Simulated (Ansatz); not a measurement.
ZrMo$_{2}$:
```
ZrMo2
1.0
    0.00000     3.76611     3.76611
    3.76611     0.00000     3.76611
    3.76611     3.76611     0.00000
Mo Zr
4 2
Direct
  0.12500   0.12500   0.12500
  0.62500   0.12500   0.12500
  0.12500   0.12500   0.62500
  0.12500   0.62500   0.12500
  0.50000   0.50000   0.50000
  0.75000   0.75000   0.75000
```

This is the PBEsol-relaxed structure.

Q: All from the program Ansatz at the PBEsol level (PAW), unless another level is named. Predict the formation energy from the elements (no fitted shifts).

A: -0.13 eV/atom.

Q: What about the density of states at the Fermi level?

A: 0.54 states/eV per atom (mean over ±0.08 eV).

Space group Fd-3m (cubic Laves (MgCu2 type)). The workflow started from an entry of the Crystallography Open Database (COD). Its standing as an ambient phase is unchecked. The cell was relaxed with PBEsol under the symmetry of its start; whether a distortion lowers the energy is not shown. The run is not spin-polarised. The references are the lowest solids computed at this level, not always the standard phases. Spin–orbit coupling is left out wherever it is not named.

Potentials: the later of the program's two PAW sets.
